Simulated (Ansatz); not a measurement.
**Wurtzite alloy of AlN and SiC (27 of 48 Al sites, 27 of 48 N sites exchanged), 96 atoms**

Ansatz, PAW, plane waves. PBEsol relaxation of cell lengths and atoms (angles held) at the single k point (¼, ¼, ¼) without its symmetry partners; single points on the relaxed atoms at the Γ point alone, onto which points of the small cell's zone fold. Arrangement: random. No spin–orbit coupling unless named.

Relaxed structure:

```
Al Si C N
1.0
     9.30356    0.00000    0.00000
     0.00000   10.74212    0.00000
     0.00000    0.00000   10.07768
Al Si C N
21 27 27 21
Direct
  0.16278 0.08322 0.25018
  0.99970 0.33055 0.24786
  0.33607 0.33539 0.74613
  0.99834 0.82746 0.24258
  0.00123 0.83036 0.75167
  0.83184 0.08014 0.25187
  0.66525 0.33360 0.25168
  0.66668 0.33764 0.74796
  0.49987 0.58452 0.24982
  0.33262 0.83211 0.24699
  0.83261 0.58136 0.24923
  0.33334 0.17001 0.49432
  0.16480 0.41765 0.49779
  0.16760 0.41533 0.99924
  0.00067 0.66779 0.49439
  0.66623 0.16861 0.50279
  0.66508 0.16742 0.99998
  0.33102 0.66769 0.49787
  0.16556 0.91666 0.50248
  0.83246 0.41648 0.49942
  0.83066 0.91322 0.00211
  0.17178 0.08218 0.74953
  0.99937 0.33862 0.75017
  0.50149 0.08434 0.24621
  0.49988 0.07956 0.75100
  0.33582 0.33768 0.25166
  0.16788 0.58204 0.24759
  0.16369 0.58108 0.74979
  0.82712 0.07898 0.75051
  0.49496 0.58624 0.74704
  0.33122 0.83533 0.74938
  0.84129 0.58148 0.74778
  0.66560 0.83256 0.24241
  0.66453 0.83507 0.74706
  0.00036 0.16519 0.49407
  0.99408 0.16648 0.00141
  0.33790 0.16764 0.00585
  0.00463 0.66555 0.00105
  0.50327 0.41916 0.49944
  0.49944 0.41480 0.00302
  0.32810 0.66407 0.00309
  0.16443 0.91390 0.00352
  0.83081 0.41713 0.00213
  0.66843 0.66198 0.49546
  0.66711 0.66839 0.00215
  0.49704 0.91578 0.49437
  0.49977 0.91592 0.00205
  0.84027 0.91620 0.50090
  0.99531 0.16050 0.17673
  0.33875 0.17016 0.18915
  0.16010 0.41463 0.69747
  0.00662 0.65506 0.18033
  0.99973 0.65929 0.69261
  0.66480 0.16110 0.70031
  0.49380 0.41511 0.17931
  0.50229 0.43000 0.68645
  0.32842 0.66439 0.18077
  0.33344 0.67196 0.69827
  0.17504 0.92430 0.69867
  0.66544 0.67509 0.18170
  0.50669 0.92239 0.18656
  0.49849 0.91477 0.68216
  0.82468 0.91850 0.68562
  0.99630 0.32040 0.44152
  0.98754 0.32538 0.93424
  0.48804 0.07734 0.93572
  0.34406 0.33898 0.43440
  0.17012 0.58484 0.42647
  0.17135 0.58748 0.93439
  0.99388 0.84317 0.43490
  0.00709 0.83371 0.94874
  0.65914 0.33526 0.44322
  0.82279 0.58722 0.44259
  0.82731 0.58155 0.93459
  0.65292 0.82782 0.93007
  0.00040 0.16296 0.69071
  0.33403 0.15922 0.69309
  0.17444 0.41474 0.18960
  0.66136 0.16028 0.19204
  0.17106 0.92009 0.17740
  0.83142 0.41259 0.17577
  0.83942 0.41873 0.69825
  0.66438 0.66942 0.68625
  0.82061 0.91425 0.19262
  0.16055 0.08627 0.44449
  0.16782 0.08832 0.93544
  0.50187 0.07077 0.43074
  0.34584 0.32482 0.94130
  0.83732 0.07740 0.44668
  0.84003 0.08455 0.93102
  0.66329 0.34260 0.94517
  0.50770 0.58878 0.44561
  0.49933 0.58140 0.93383
  0.34289 0.84144 0.43733
  0.33404 0.83627 0.94095
  0.66119 0.83502 0.43700
```

Question: What are the mean bond lengths by pair (pairs within 1.2 times the sum of covalent radii, less contacts 15 % beyond the pair's median; cation–cation pairs of compounds aside; long ionic contacts are cut short by that bound)?

Answer: Al–C 1.955 ± 0.036 Å (standard deviation, 48 bonds); Al–N 1.952 ± 0.035 Å (standard deviation, 36 bonds); C–Si 1.842 ± 0.047 Å (standard deviation, 60 bonds); N–Si 1.872 ± 0.073 Å (standard deviation, 48 bonds).

Question: What gap lies between the top filled and the lowest empty level in the single points?

Answer: HSE06 2.87 eV (3.8 min on 7 threads of Neoverse-V2).
